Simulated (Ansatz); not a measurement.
BaTe (rock salt, Fm-3m), r²SCAN in the plane-wave PAW code Ansatz, all energies at zero smearing, with the estimated change up to a 700 eV cutoff added, with one set of potentials and settings (totals compare only within such a set). Cell of 2 atoms (1 Ba, 1 Te): -12963.526 eV.

```csv
element,reference phase,E (eV/atom)
Ba,"Im-3m, 1 atoms in the cell",-5964.4614
Te,"P3_121, 3 atoms in the cell",-6994.8235
```

Formation energy per atom, worked out: (-12963.526 − 1×(-5964.4614) − 1×(-6994.8235))/2 = -2.121 eV/atom (-205 kJ per mol of atoms), at 0 K, without zero-point energy or fitted corrections.

Symmetry was held in the r²SCAN relaxation. The references are the lowest solids computed at this level, not always the standard phases. Spin–orbit coupling is left out wherever it is not named.

Potentials: the later of the program's two PAW sets.
